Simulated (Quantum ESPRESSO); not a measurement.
# One change at a time to AgAu2PdPt4

These are calculations, not measurements. They come from Quantum ESPRESSO 7.5, a public plane-wave density functional program. Each row is one single-point run on a made-up periodic cell of eight metal atoms, with elements, volume, strain and displacements drawn at random and not relaxed, so a cell may be unstable or far from any real phase. There is no spin polarisation or spin-orbit coupling.

Settings: PBE unless stated; PseudoDojo standard norm-conserving files; Fermi-Dirac width 0.25 eV, which means electrons at about 2900 K; cutoff 1143 eV; 5 x 5 x 4 k mesh shifted half a step off Gamma. E is the free energy of the whole cell (internal energy minus TS), so a -TS column is already part of it. Stress is positive in tension, and the pressure P is minus a third of its trace.

Checks: one run of this series was repeated at a higher cutoff and on a denser mesh, which moved values by no more than 0.014 eV, 0.25 GPa and 0.015 eV/Å, and a second program with other atomic files agreed on it to 2 % rms in force and 0.5 GPa in pressure. Known limits: heavy elements are run without spin-orbit coupling, which real alloys of them have; a spin test at this wide smearing found no moment, but such smearing suppresses magnetism that the real alloy may have.

The lattice is hexagonal close-packed, and the cell vectors in Å are (0.000, 0.000, -4.625); (0.000, 4.874, 0.000); (5.628, 0.000, 0.000), a volume of 126.88 Å³ in run 1. The elements on sites 1 to 8 are Pt Pt Pt Pd Au Pt Ag Au. Each later run makes one change to run 1 and keeps the rest. E is counted from run 1, and is n/a where other atomic files have another zero of energy.

| run | change | V (Å³) | P (GPa) | -TS (eV) | rms force (eV/Å) | largest change of a force component (eV/Å) | E (eV) |
|---|---|---|---|---|---|---|---|
| 1 | none | 126.88 | 9.72 | -1.425 | 0.703 | 0.000 | 0.000 |
| 2 | sites 7 and 8 exchanged | 126.88 | 10.27 | -1.422 | 0.731 | 0.260 | 0.007 |
| 3 | all lengths scaled by +1.02 % | 130.80 | 3.29 | -1.464 | 0.610 | 0.231 | -0.158 |
| 4 | PBEsol in place of PBE | 126.88 | 0.10 | -1.442 | 0.653 | 0.126 | n/a |
| 5 | Zn on site 7 | 126.88 | 3.76 | -1.265 | 0.511 | 1.045 | n/a |
| 6 | site 5 moved by -0.09 Å along z | 126.88 | 10.17 | -1.427 | 0.758 | 0.830 | ? |

## Worked estimate

Along the move dE = -F dx. The force on site 5 along z is 0.442 eV/Å in run 1 and 1.272 eV/Å in run 6, and the move is -0.09 Å, so the mean force times the move gives an estimate.

## Withheld value

Question: what E should run 6 give?

The estimate is 0.077 eV. The calculation gave 0.077 eV.
